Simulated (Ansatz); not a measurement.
Input and command of a plane-wave DFT calculation in Ansatz:

```yaml
crystal:
  lattice:
    - [-3.529418, 3.529418, 2.653571]
    - [3.529418, -3.529418, 2.653571]
    - [3.529418, 3.529418, -2.653571]
  atoms:
    - { symbol: As, position: [0.875, 0.125, 0.75] }
    - { symbol: As, position: [0.375, 0.125, 0.25] }
    - { symbol: As, position: [0.875, 0.625, 0.75] }
    - { symbol: As, position: [0.875, 0.125, 0.25] }
    - { symbol: Se, position: [0.5, 0.5, 0.0] }
    - { symbol: Se, position: [0.25, 0.75, 0.5] }
basis:
  ecutwfc: 420
kpoints:
  mp_grid: { grid: [8, 8, 8] }
hamiltonian:
  xc: pbesol
scf:
  occupations: { method: methfessel_paxton, width: 0.5 }
output:
  forces: true
  stress: true
  eigenvalues: true
```

```bash
ansatz run input.yaml --threads 1 --pin off --max-ram 2560MiB --backend cpu --events-out ev --progress --plain --runs-dir out
```

Processor: Arm Neoverse V2, 1 thread, on a host shared with other jobs.

Problem. How long does it run, and how much memory does it take?

Solution. About 23 s on 1 thread of Arm Neoverse V2, on a shared host, peak memory 0.58 GiB. It solves 58 bands at 59 k points (the mesh reduced by symmetry) with about 2589 plane waves, in 7 SCF iterations.
